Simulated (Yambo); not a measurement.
G0W0@LDA for TlAlF$_{4}$ (space group P4/mmm, No. 123) in Yambo. Reference settings: 4×4×2 Γ-centred k mesh, 160 bands and a 8 Ry block in the screening, 160 bands in G with the Bruneval-Gonze terminator, plasmon pole fitted at 27.2 eV. The LDA gap R → X on this mesh is 4.11 eV; G0W0 gaps are taken between the same points.

With and without the terminator, as bands are cut:

```json
[
 {"bands in G (in W)": "41 (41)", "gap, terminator (eV)": "7.118", "gap, none (eV)": "7.041", "valence shift, terminator (eV)": "-1.564", "valence shift, none (eV)": "-1.250"},
 {"bands in G (in W)": "63 (63)", "gap, terminator (eV)": "6.987", "gap, none (eV)": "6.889", "valence shift, terminator (eV)": "-1.652", "valence shift, none (eV)": "-1.360"},
 {"bands in G (in W)": "91 (91)", "gap, terminator (eV)": "6.977", "gap, none (eV)": "6.882", "valence shift, terminator (eV)": "-1.755", "valence shift, none (eV)": "-1.512"},
 {"bands in G (in W)": "125 (125)", "gap, terminator (eV)": "6.966", "gap, none (eV)": "6.882", "valence shift, terminator (eV)": "-1.820", "valence shift, none (eV)": "-1.621"},
 {"bands in G (in W)": "160 (160)", "gap, terminator (eV)": "6.955", "gap, none (eV)": "6.882", "valence shift, terminator (eV)": "-1.852", "valence shift, none (eV)": "-1.689"}
]
```

Over this range the gap spans 0.163 eV with the terminator and 0.159 eV without, the valence shift 0.288 eV and 0.439 eV. Neither column has reached its limit for certain.

The standard potential for Tl keeps a d shell in the valence without the s and p states of that shell. In tests on such compounds this moved G0W0 gaps by up to about 0.9 eV, so absolute quasiparticle energies here are unreliable; differences between settings are what counts.

Spin-orbit coupling is not included.

Geometry of the Materials Project entry, not relaxed at this level; primitive cell a = 3.636 Å, b = 3.636 Å, c = 6.306 Å, α = 90.00°, β = 90.00°, γ = 90.00°.

A shift is the quasiparticle energy of the state minus its LDA energy.
